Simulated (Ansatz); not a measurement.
AlMo$_{2}$N:
Space group P6₃/mmc (No. 194); a = b = 2.8532 Å, c = 14.6173 Å, α = β = 90.00°, γ = 120.00°

```csv
atom,site,symmetry,x,y,z
Al,2d,-6m2,0.6667,0.3333,0.2500
Mo,4f,3m.,0.3333,0.6667,0.0957
N,2a,-3m.,0.0000,0.0000,0.0000
```

Relaxed with PBE.

Q: Which orbitals make up the states near the Fermi level in PBE in the plane-wave PAW code Ansatz?

A: Within 0.5 eV of the Fermi level: Mo 4d 84 %, N 2p 6 %. Projections are on Löwdin-orthogonalised atomic valence shells; empty p or d shells of many metals are not among them.

Q: Tabulate the density of states.

A: States/eV per cell of 8 atoms, in 0.25 eV bins, energy from the Fermi level.

| E (eV) | total | Mo 4d | N 2p | Al 3p |
|---|---|---|---|---|
| -7.85 | 4.35 | 1.32 | 1.77 | 0.44 |
| -7.60 | 4.04 | 1.23 | 1.76 | 0.35 |
| -7.35 | 3.75 | 1.18 | 1.86 | 0.19 |
| -7.10 | 3.72 | 1.51 | 1.68 | 0.13 |
| -6.85 | 9.24 | 3.65 | 4.60 | 0.24 |
| -6.60 | 4.40 | 1.51 | 2.28 | 0.20 |
| -6.35 | 5.25 | 1.68 | 2.47 | 0.48 |
| -6.10 | 2.85 | 0.91 | 1.17 | 0.35 |
| -5.85 | 2.11 | 0.72 | 0.87 | 0.24 |
| -5.60 | 2.35 | 0.83 | 0.98 | 0.26 |
| -5.35 | 3.21 | 1.11 | 1.45 | 0.34 |
| -5.10 | 5.28 | 1.72 | 2.54 | 0.56 |
| -4.85 | 4.46 | 1.58 | 2.08 | 0.45 |
| -4.60 | 2.25 | 0.90 | 0.73 | 0.36 |
| -4.35 | 2.81 | 1.70 | 0.15 | 0.41 |
| -4.10 | 4.16 | 2.68 | 0.17 | 0.66 |
| -3.85 | 3.89 | 2.63 | 0.14 | 0.59 |
| -3.60 | 3.94 | 2.54 | 0.15 | 0.77 |
| -3.35 | 4.02 | 2.50 | 0.14 | 0.89 |
| -3.10 | 4.59 | 2.91 | 0.18 | 0.98 |
| -2.85 | 7.59 | 4.83 | 0.28 | 1.72 |
| -2.60 | 4.34 | 2.73 | 0.21 | 0.94 |
| -2.35 | 9.71 | 6.60 | 0.48 | 1.86 |
| -2.10 | 7.69 | 6.02 | 0.35 | 0.80 |
| -1.85 | 4.20 | 3.34 | 0.40 | 0.27 |
| -1.60 | 4.28 | 3.14 | 0.72 | 0.22 |
| -1.35 | 2.21 | 1.73 | 0.27 | 0.13 |
| -1.10 | 2.00 | 1.78 | 0.11 | 0.07 |
| -0.85 | 2.43 | 2.14 | 0.15 | 0.09 |
| -0.60 | 3.84 | 3.23 | 0.37 | 0.15 |
| -0.35 | 4.55 | 3.87 | 0.34 | 0.19 |
| -0.10 | 6.24 | 5.28 | 0.30 | 0.20 |
| 0.15 | 5.81 | 4.89 | 0.40 | 0.17 |
| 0.40 | 5.79 | 4.71 | 0.40 | 0.36 |
| 0.65 | 6.31 | 5.07 | 0.51 | 0.43 |
| 0.90 | 6.96 | 5.89 | 0.45 | 0.35 |
| 1.15 | 6.43 | 5.19 | 0.46 | 0.41 |
| 1.40 | 4.97 | 3.71 | 0.41 | 0.50 |
| 1.65 | 5.18 | 3.70 | 0.54 | 0.53 |
| 1.90 | 5.12 | 3.53 | 0.54 | 0.56 |
| 2.15 | 4.77 | 3.18 | 0.43 | 0.50 |
| 2.40 | 4.03 | 2.62 | 0.38 | 0.39 |
| 2.65 | 6.38 | 3.99 | 0.66 | 0.64 |
| 2.90 | 7.43 | 4.70 | 0.85 | 0.70 |
| 3.15 | 8.32 | 4.93 | 1.08 | 0.97 |
| 3.40 | 5.02 | 2.86 | 1.01 | 0.43 |
| 3.65 | 5.59 | 3.26 | 1.07 | 0.41 |
| 3.90 | 3.78 | 1.89 | 0.55 | 0.47 |
| 4.15 | 3.70 | 1.56 | 0.41 | 0.58 |
| 4.40 | 3.29 | 1.25 | 0.37 | 0.57 |
| 4.65 | 3.09 | 0.98 | 0.36 | 0.53 |

Space group P6_3/mmc. The start of the workflow was typed in or built on a structure type; neither database checked (COD, Materials Project) lists it. Whether it is the stable phase at ambient conditions was not checked. The cell was relaxed with PBE under the symmetry of its start; whether a distortion lowers the energy is not shown. The workflow began spin-polarised and lost its moments. The volume moved by 16 % from the start of the relaxation. Spin–orbit coupling is left out wherever it is not named.

Potentials: the earlier of the program's two PAW sets.
